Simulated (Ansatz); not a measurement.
Below is a relaxed structure of YZnC4N4. The cell was found from a structure generator's guess, not taken from experiment.

Level of theory: Ansatz 0.2.0, DFT PBE, scalar-relativistic, plane waves, PAW. Cutoff 420 eV, Γ-centred mesh, Gaussian smearing, no spin polarisation.

```yaml
crystal:
  lattice:
    - [8.05497, 0.00000, 0.00000]
    - [0.00000, 8.05497, 0.00000]
    - [0.00000, 0.00000, 3.88549]
  atoms:
    - { symbol: Y, position: [0.00000, 0.00000, 0.00000] }
    - { symbol: Zn, position: [0.50000, 0.50000, 0.00000] }
    - { symbol: C, position: [0.21953, 0.78047, 0.00000] }
    - { symbol: C, position: [0.78047, 0.21953, 0.00000] }
    - { symbol: C, position: [0.21953, 0.21953, 0.00000] }
    - { symbol: C, position: [0.78047, 0.78047, 0.00000] }
    - { symbol: N, position: [0.32198, 0.67802, 0.00000] }
    - { symbol: N, position: [0.67802, 0.32198, 0.00000] }
    - { symbol: N, position: [0.32198, 0.32198, 0.00000] }
    - { symbol: N, position: [0.67802, 0.67802, 0.00000] }
```

Formation energies are uncorrected and refer to the elements' standard structures at the same level (N₂ as a molecule).

**Question.** What space group does it have?

**Answer.** P4/mmm (No. 123). Conventional cell: a = 8.055 Å, c = 3.885 Å. Y is surrounded by 4 C at 2.50 Å; Zn has 4 N at 2.03 Å; C is surrounded by 1 N at 1.17 Å and 1 Y at 2.50 Å; N is surrounded by 1 C at 1.17 Å and 1 Zn at 2.03 Å.

**Question.** How far does it lie from the elements in energy?

**Answer.** +0.29 eV/atom. A positive value: parting into the elements would lower its energy.

**Question.** Is it a metal?

**Answer.** Yes, bands cross the Fermi level on the 6×6×10 mesh.

**Question.** From what recipe could a structure generator have reached it?

**Answer.** One such recipe: stacked square cyanide-bridged sheets (P4/mmm, No. 123). Other recipes can lead to the same cell.

The last run used a 6×6×10 mesh (in the run's order of axes) for its 10-atom cell and Gaussian smearing of 0.10 eV. The reference form of C is held partly by dispersion forces, which this level lacks. Symmetry constrained the relaxation, so the result can be a saddle point.
